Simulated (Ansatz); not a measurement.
NaPt3O4:
```
NaPt3O4
1.0
    5.67995     0.00000     0.00000
    0.00000     5.67995     0.00000
    0.00000     0.00000     5.67995
Na Pt O
2 6 8
Direct
  0.50000   0.50000   0.50000
  0.00000   0.00000   0.00000
  0.75000   0.00000   0.50000
  0.25000   0.00000   0.50000
  0.50000   0.25000   0.00000
  0.50000   0.75000   0.00000
  0.00000   0.50000   0.25000
  0.00000   0.50000   0.75000
  0.75000   0.25000   0.25000
  0.25000   0.75000   0.75000
  0.25000   0.25000   0.75000
  0.75000   0.75000   0.25000
  0.25000   0.75000   0.25000
  0.75000   0.25000   0.75000
  0.75000   0.75000   0.75000
  0.25000   0.25000   0.25000
```

Relaxed with PBEsol. Special points in fractions of this cell's reciprocal vectors: Γ (0.000, 0.000, 0.000); X (0.000, 0.500, 0.000); M (0.500, 0.500, 0.000); R (0.500, 0.500, 0.500).

Task: List the band energies nearest the Fermi level at these points for PBEsol with spin–orbit coupling in the plane-wave PAW code Ansatz.

Result: In eV from the Fermi level; about four levels below and three above (degenerate sets whole), none deeper than 8.9 eV; points with the same levels are listed once.

```tsv
k	below	above
Γ	-0.53 -0.53 -0.11 -0.11	0.00 0.00 0.71 0.71 0.71 0.71
X	-0.61 -0.61 -0.61 -0.61	0.63 0.63 0.63 0.63
M	-0.46 -0.46 -0.39 -0.39	0.02 0.02 0.84 0.84
R	-0.92 -0.92 -0.92 -0.92	1.77 1.77 1.77 1.77 1.77 1.77 1.77 1.77
```

Space group Pm-3n. The first step of the workflow began from a Materials Project structure, measured or hypothetical; the Crystallography Open Database files this formula in space group No. 223, but the cells were not matched. Whether it is the stable phase at ambient conditions was not checked. Symmetry was held in the PBEsol relaxation; whether a distortion lowers the energy is not shown. No spin polarisation was allowed.

Potentials: the earlier of the program's two PAW sets. The files were generated under PBE; for other functionals the program regenerates the frozen cores, and for LDA and PBEsol the local potential too.
